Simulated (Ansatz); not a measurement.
## How far is PAW off for Re?

```xyz
3
Lattice="1.3839 0.7990 6.6986 -1.3839 0.7990 6.6986 0.0000 -1.5980 6.6986" Properties=species:S:1:pos:R:3 pbc="T T T"
Re    0.0000    0.0000    0.0000
Re    0.0000    0.0000    4.4648
Re    0.0000    0.0000   15.6311
```

Atom numbers follow the list: Re1, Re2, Re3.

Conventional cell: a = 2.768 Å, b = 2.768 Å, c = 20.096 Å, α = 90.00°, β = 90.00°, γ = 120.00°. Re (atom 1) has 12 Re at 2.75 to 2.77 Å as nearest neighbours. Around Re (atom 2) lie 12 Re at 2.74 to 2.77 Å.

Structure from Materials Project entry mp-975065 (possibly hypothetical), not relaxed further.

Spin polarisation is left out, and whether a magnetic state lies lower isn't shown here.

Spin–orbit coupling is left out, though it moves levels of the heavy atoms by tenths of an eV or more.

Methods: DFT, PBEsol, PAW with Ansatz's default frozen-core files, scalar-relativistic (Ansatz 0.2.0); DFT, PBEsol, all-electron PAW with datasets made for the crystal, scalar-relativistic (Ansatz 0.2.0); DFT, PBEsol, all-electron LAPW, scalar-relativistic (Ansatz 0.2.0).

For PAW: a Γ-centred 15×15×15 k mesh, Fermi–Dirac smearing of 0.05 eV, cutoff 420 eV, no spin polarisation; the PAW files were made with PBE, and the program remakes their frozen cores for this functional. The crystal-made all-electron datasets (AE datasets) take a cutoff of 280 eV at this cell. LAPW targets a basis error of 0.5 meV/atom. The Ansatz runs share mesh, smearing and spin set-up. Plane-wave (PAW) pressures include the program's estimate of the Pulay term.

Stress and pressure are positive in compression.

Spin–orbit coupling is left out, which moves gradients at and beside heavy atoms by some per cent and at worst by a factor of two.

In a metal, gradients converge slowly with the k mesh: the values move by tens of per cent from one mesh to another, at times in sign, so only the comparison on one mesh counts.

Levels count from the Fermi level.

| quantity | PAW | AE datasets | LAPW |
| --- | --- | --- | --- |
| pressure (GPa) | -6.51 | -6.41 | -6.41 |
| stress xx (GPa) | -6.19 | -6.09 | -6.09 |
| stress zz (GPa) | -7.15 | -7.04 | -7.04 |
| force on Re2, z (eV/Å) | -0.023 | -0.023 | -0.022 |
| highest filled level at S2 (eV) | -0.143 | -0.143 | -0.143 |
| lowest empty level at S2 (eV) | 0.249 | 0.249 | 0.249 |
| highest filled level at Γ (eV) | -1.146 | -1.147 | -1.146 |
| lowest empty level at Γ (eV) | 0.556 | 0.556 | 0.556 |
| highest filled level at H2 (eV) | -0.155 | -0.155 | -0.155 |
| lowest empty level at H2 (eV) | 0.244 | 0.244 | 0.244 |
| largest principal field gradient Vzz at Re1 (10²¹ V/m²) | -8.26 | -8.18 | – |
| largest principal field gradient Vzz at Re2 (10²¹ V/m²) | -2.16 | -2.09 | – |

PAW's pressure differs from the LAPW value by -0.11 GPa.
